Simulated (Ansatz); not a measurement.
The start is a relaxed Ir cell, doubled along one cell vector, shaken by Gaussian noise of σ = 0.08 Å a coordinate. A full variable-cell relaxation at zero pressure is run with PBEsol (plane waves to 420 eV, PAW, scalar-relativistic; Ansatz, a first-principles code). First-step values are on the input's coarse k-mesh.

Ansatz input (later rounds restart from its end on a renewed k-mesh):
Ansatz 0.2 input:
```yaml
crystal:
  lattice:
    - [2.5405332079, 0, 0]
    - [0, 2.5405332079, 0]
    - [0, 0, 5.0810664158]
  atoms:
    - { symbol: Ir, position: [0.4346474225, 0.4762845677, 0.2668974821] }
    - { symbol: Ir, position: [0.4982905602, 0.5357371239, 0.7211631218] }
basis: { ecutwfc: 420, ecutrho_ratio: 4, xc_grid: 2, fft_grid_basis: typed }
kpoints: { mp_grid: { grid: [13, 13, 7] } }
hamiltonian:
  xc: pbesol
  dispersion: none
  pseudopotentials: { kind: paw }
scf: { occupations: { method: fermi_dirac, width: 0.05 } }
relax: { f_tol: 0.01, max_steps: 100, cell: { stress_tol: 0.02 } }
output: { forces: true, stress: true }
```

What pressure does the first self-consistent step give?

+7.6 GPa (positive: the cell is compressed).

What is the largest force in the starting geometry, and on which atom (counted from 1)?

2.03 eV/Å, on Ir1, Ir2 (atoms numbered as listed).

How much energy is released per atom?

0.74 eV/atom.

How does the volume change?

-5.4 %, from 16.40 to 15.51 Å³/atom.

How do the shortest distances between atoms change?

The closest pairs of elements (up to four, under 3.6 Å), start → end: Ir–Ir 2.32 → 2.45 Å.

What band gap does the relaxed structure have at this level?

Zero (metallic).

Give the final cell and atomic positions.


Space group I4/mmm (No. 139); a = b = 2.698 Å, c = 8.525 Å, α = β = γ = 90.00°

| atom | site | symmetry | x | y | z |
|---|---|---|---|---|---|
| Ir | 4e | 4mm | 0.0000 | 0.0000 | 0.1437 |
(The calculation used a cell of 2 atoms; values per cell refer to that cell.)

Final values are on a 18×18×11 k-mesh of the relaxed cell. No spin polarisation in the result.

The run could not lose the symmetry of its start, so the end can be a saddle point.

The relaxed structure here is a generated cell of Ir: the first start was made by a random draw of sites in a space group, and the end was not matched to a known phase here, so it may be hypothetical. Known forms of Ir include space group No. 225.
